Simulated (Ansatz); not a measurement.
TiN:
```cif
data_NTi
_chemical_formula_sum 'Ti1 N1'
_space_group_name_H-M_alt 'P 1'
_space_group_IT_number 1
_cell_length_a 3.00272
_cell_length_b 3.00272
_cell_length_c 3.00272
_cell_angle_alpha 60.000
_cell_angle_beta 60.000
_cell_angle_gamma 60.000
loop_
_space_group_symop_operation_xyz
  'x, y, z'
loop_
_atom_site_label
_atom_site_type_symbol
_atom_site_fract_x
_atom_site_fract_y
_atom_site_fract_z
_atom_site_occupancy
Ti1 Ti 0.00000 0.00000 0.00000 1
N1 N 0.50000 0.50000 0.50000 1
```

Relaxed with PBE.

Which orbitals make up the states near the Fermi level in plane-wave PAW PBE (Ansatz code)?

Within 0.5 eV of the Fermi level: Ti 3d 84 %, N 2p 13 %. Projections are on Löwdin-orthogonalised atomic valence shells; empty p or d shells of many metals are not among them.

Tabulate the density of states.

States/eV per cell of 2 atoms, in 0.25 eV bins, energy from the Fermi level.

| E (eV) | total | Ti 3d | N 2p | N 2s |
|---|---|---|---|---|
| -7.85 | 0.17 | 0.05 | 0.10 | 0.00 |
| -7.60 | 0.30 | 0.08 | 0.18 | 0.00 |
| -7.35 | 0.45 | 0.12 | 0.27 | 0.01 |
| -7.10 | 0.69 | 0.18 | 0.41 | 0.01 |
| -6.85 | 1.09 | 0.28 | 0.67 | 0.02 |
| -6.60 | 1.23 | 0.29 | 0.79 | 0.02 |
| -6.35 | 1.32 | 0.27 | 0.89 | 0.02 |
| -6.10 | 0.95 | 0.18 | 0.67 | 0.01 |
| -5.85 | 0.94 | 0.14 | 0.71 | 0.01 |
| -5.60 | 0.86 | 0.20 | 0.60 | 0.01 |
| -5.35 | 3.40 | 1.10 | 2.19 | 0.02 |
| -5.10 | 3.30 | 1.12 | 2.11 | 0.01 |
| -4.85 | 2.33 | 0.76 | 1.50 | 0.01 |
| -4.60 | 1.70 | 0.55 | 1.11 | 0.01 |
| -4.35 | 1.37 | 0.42 | 0.91 | 0.01 |
| -4.10 | 1.12 | 0.33 | 0.76 | 0.01 |
| -3.85 | 0.94 | 0.25 | 0.66 | 0.00 |
| -3.60 | 0.78 | 0.19 | 0.57 | 0.00 |
| -3.35 | 0.53 | 0.11 | 0.41 | 0.00 |
| -3.10 | 0.23 | 0.06 | 0.16 | 0.00 |
| -2.85 | 0.15 | 0.04 | 0.11 | 0.00 |
| -2.60 | 0.13 | 0.05 | 0.08 | 0.00 |
| -2.35 | 0.13 | 0.07 | 0.06 | 0.00 |
| -2.10 | 0.14 | 0.10 | 0.04 | 0.00 |
| -1.85 | 0.19 | 0.14 | 0.04 | 0.00 |
| -1.60 | 0.24 | 0.18 | 0.06 | 0.00 |
| -1.35 | 0.31 | 0.24 | 0.07 | 0.00 |
| -1.10 | 0.39 | 0.30 | 0.08 | 0.00 |
| -0.85 | 0.48 | 0.39 | 0.09 | 0.00 |
| -0.60 | 0.62 | 0.52 | 0.09 | 0.00 |
| -0.35 | 0.72 | 0.60 | 0.10 | 0.00 |
| -0.10 | 0.81 | 0.68 | 0.11 | 0.01 |
| 0.15 | 0.91 | 0.77 | 0.12 | 0.01 |
| 0.40 | 1.04 | 0.89 | 0.13 | 0.01 |
| 0.65 | 1.26 | 1.08 | 0.15 | 0.01 |
| 0.90 | 1.47 | 1.29 | 0.14 | 0.01 |
| 1.15 | 1.69 | 1.50 | 0.16 | 0.01 |
| 1.40 | 2.27 | 2.03 | 0.20 | 0.02 |
| 1.65 | 3.09 | 2.83 | 0.21 | 0.02 |
| 1.90 | 2.90 | 2.57 | 0.28 | 0.02 |
| 2.15 | 3.64 | 3.00 | 0.56 | 0.01 |
| 2.40 | 3.60 | 3.23 | 0.32 | 0.01 |
| 2.65 | 0.80 | 0.61 | 0.15 | 0.03 |
| 2.90 | 0.90 | 0.66 | 0.16 | 0.05 |
| 3.15 | 1.15 | 0.82 | 0.18 | 0.11 |
| 3.40 | 1.18 | 0.82 | 0.19 | 0.12 |
| 3.65 | 1.38 | 0.93 | 0.21 | 0.18 |
| 3.90 | 1.63 | 1.08 | 0.28 | 0.19 |
| 4.15 | 1.41 | 0.91 | 0.30 | 0.13 |
| 4.40 | 1.23 | 0.78 | 0.31 | 0.09 |
| 4.65 | 1.12 | 0.70 | 0.32 | 0.06 |

Space group Fm-3m (rock salt). The PBE relaxation kept the symmetry of its start. No spin polarisation was allowed. With an odd number of electrons in the cell and no spin polarisation, the count alone makes it a metal.

Potentials: the earlier of the program's two PAW sets.
